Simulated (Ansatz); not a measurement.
A trial structure of ZnC3 was built thus: random cell by space group and Wyckoff sites (Fd-3m, No. 227). Lengths were set from tabulated atomic sizes, so they are only a guess.

```xyz
8
Lattice="0.0000 3.7380 3.7380 3.7380 0.0000 3.7380 3.7380 3.7380 0.0000" Properties=species:S:1:pos:R:3 pbc="T T T"
Zn    0.0000    0.0000    0.0000
Zn    1.8690    1.8690    1.8690
C     4.6726    4.6726    4.6726
C     2.8035    2.8035    4.6726
C     2.8035    4.6726    2.8035
C     4.6726    2.8035    2.8035
C     5.6071    5.6071    5.6071
C     3.7380    3.7380    3.7380
```

All numbers below come from DFT PBE, scalar-relativistic, plane waves, PAW (Ansatz). Cutoff 420 eV, Gaussian smearing, Γ-centred meshes. Cell and atoms relax first on a coarse mesh and then on a finer one. In between, the cell is made exact in the group found at 0.06 Å. In metals the finer mesh still leaves noise of several meV/atom or more. The steps can't lower the symmetry of their start. No spin polarisation.

A guess keeps its type if space group and coordination stay and the shape of the cell changes little (axis ratios within about 15 %, angles within 6°); the volume may change.

Problem. Does this structure survive the relaxation?

Solution. It keeps its type: symmetry leaves only the cell edge free. The symmetry stays Fd-3m (No. 227). The volume per atom shrinks by 24.4 %, from 13.1 to 9.9 Å³. The shortest distance goes from 1.62 Å (C–C) to 1.47 Å (C–C). Counting neighbours within 15 % of an atom's shortest distance, the start has C 2/4, Zn 20 and the end C 2/4, Zn 20.

Formation energies are uncorrected and refer to the elements' standard structures at the same level.

Problem. At what energy does it end?

Solution. +1.96 eV/atom. The separate elements lie lower, so it is unstable against them.

The last run used a 10×10×10 mesh for its 8-atom cell and Gaussian smearing of 0.10 eV. The reference form of C is held partly by dispersion forces, which this level lacks. A structure relaxed within its symmetry needn't be a true minimum.

In counts of neighbours, a slash parts the counts of unlike sites.
